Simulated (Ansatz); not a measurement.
Theory: DFT PBE, scalar-relativistic, plane waves, PAW in Ansatz. All cells share a 420 eV cutoff and Γ-centred k meshes spaced about 0.3 Å⁻¹ or finer (0.25 for metals, 2π included). No spin polarisation.

A search over trial structures of TaTi4 gave this relaxed cell.

```
Ti Ta
1.0
     2.92976    0.00000    0.00000
    -1.46488    2.53725    0.00000
     0.00000    0.00000   23.74084
Ti Ta
8 2
Direct
  0.33333 0.66667 0.04964
  0.66667 0.33333 0.14720
  0.66667 0.33333 0.35280
  0.33333 0.66667 0.85280
  0.66667 0.33333 0.95036
  0.66667 0.33333 0.54964
  0.33333 0.66667 0.45036
  0.33333 0.66667 0.64720
  0.33333 0.66667 0.25000
  0.66667 0.33333 0.75000
```

Wave vectors count in units of this cell's reciprocal vectors.

Q: Is it a true minimum?

A: No. The phonons on a 3×3×1 q mesh of the computed 10-atom cell go imaginary, to 49i cm⁻¹ at q = (0.00, 0.00, 0.00). (Phonon run: 12×12×2 k mesh, Gaussian smearing of 0.10 eV.) With atoms moved at random and symmetry off, it falls by 17 meV/atom into Cmcm (No. 63). Conventional cell: a = 2.970 Å, b = 5.006 Å, c = 23.638 Å. Ti on its first site has 12 Ti at 2.86–2.97 Å; Ti on its second site is surrounded by 2 Ta at 2.84 Å, 9 Ti at 2.86–2.97 Å, 1 Ta at 3.37 Å and 1 Ta at 3.58 Å; around Ta lie 4 Ti at 2.84 Å, 6 Ta at 2.91–2.97 Å, 2 Ti at 3.37 Å and 2 Ti at 3.58 Å.

```
Ti Ta
1.0
     1.48522   -2.50286    0.00000
     1.48522    2.50286    0.00000
     0.00000    0.00000   23.63771
Ti Ta
8 2
Direct
  0.32972 0.67028 0.04980
  0.67298 0.32702 0.14791
  0.67298 0.32702 0.35209
  0.32702 0.67298 0.85209
  0.67028 0.32972 0.95020
  0.67028 0.32972 0.54980
  0.32972 0.67028 0.45020
  0.32702 0.67298 0.64791
  0.20240 0.79760 0.25000
  0.79760 0.20240 0.75000
```

These runs have no spin–orbit coupling, which can matter for Ta. The cell is a metal run without spin; a magnetic state may lie lower. Phonons of metals hang on the k mesh and the smearing.
